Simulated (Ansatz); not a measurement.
A distorted cell of Zr (hcp, Mg type):

```
Zr
1.0
    6.46252     0.00000     0.00000
   -1.61563     2.79835     0.00000
    3.23126     0.00000     5.17316
Zr
4
Direct
  0.79167   0.64088   0.75000
  0.29167   0.69246   0.75000
  0.20833   0.33333   0.25000
  0.70833   0.33333   0.25000
```

Method: PBE (plane waves to 420 eV, PAW, scalar-relativistic; Ansatz, a first-principles code). k mesh 17×17×17 (Γ-centred), Fermi-Dirac smearing 0.05 eV. Compression counts positive. With partly filled bands, energies and forces of such displacements shift with the k mesh and the smearing. Zr is run without spin polarisation. Zr was relaxed with its symmetry unable to fall.

What forces act on the atoms (eV/Å, Cartesian)?


```
atom      Fx      Fy     Fz
----  ------  ------  -----
Zr1   -0.191   0.335  0.000
Zr2    0.194  -0.333  0.000
Zr3   -0.001  -0.001  0.000
Zr4   -0.001  -0.001  0.000
```

(For displaced atoms, the force is minus the slope of the energy, and its curvature is a force constant, which sets phonon frequencies.)
